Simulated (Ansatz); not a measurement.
Suppose Cu4O takes space group Pm-3m (No. 221), with Cu on 1b and 3d; O on 1a.

Level of theory: DFT PBE, scalar-relativistic, plane waves, PAW in Ansatz 0.2.0. Cutoff 420 eV, Γ-centred mesh, Gaussian smearing, no spin polarisation.

Energies over the elements count from the elements' standard structures at the same level (O₂ as a molecule), with no fitted energy shifts.

**Question.** Which cell and coordinates does it relax to?

**Answer.**

Space group Pm-3m (No. 221). a = 3.961 Å, b = 3.961 Å, c = 3.961 Å, α = 90.00°, β = 90.00°, γ = 90.00°
```csv
atom,site,symmetry,x,y,z
Cu,1b,m-3m,0.5000,0.5000,0.5000
Cu,3d,4/mm.m,0.5000,0.0000,0.0000
O,1a,m-3m,0.0000,0.0000,0.0000
```

Around Cu on a site of symmetry m-3m lie 12 Cu at 2.80 Å; Cu on a site of symmetry 4/mmm has 2 O at 1.98 Å and 12 Cu at 2.80 Å; around O lie 6 Cu at 1.98 Å.

**Question.** Where does its energy lie, and is it a metal?

**Answer.** The energy over the elements is +0.10 eV/atom and the gap on the 10×10×10 mesh of the 5-atom cell is 0 eV (a metal). The separate elements lie lower, so it is unstable against them.

The last run used Gaussian smearing of 0.10 eV. No Hubbard U is applied to the 3d shell of Cu. A structure relaxed within its symmetry needn't be a true minimum.
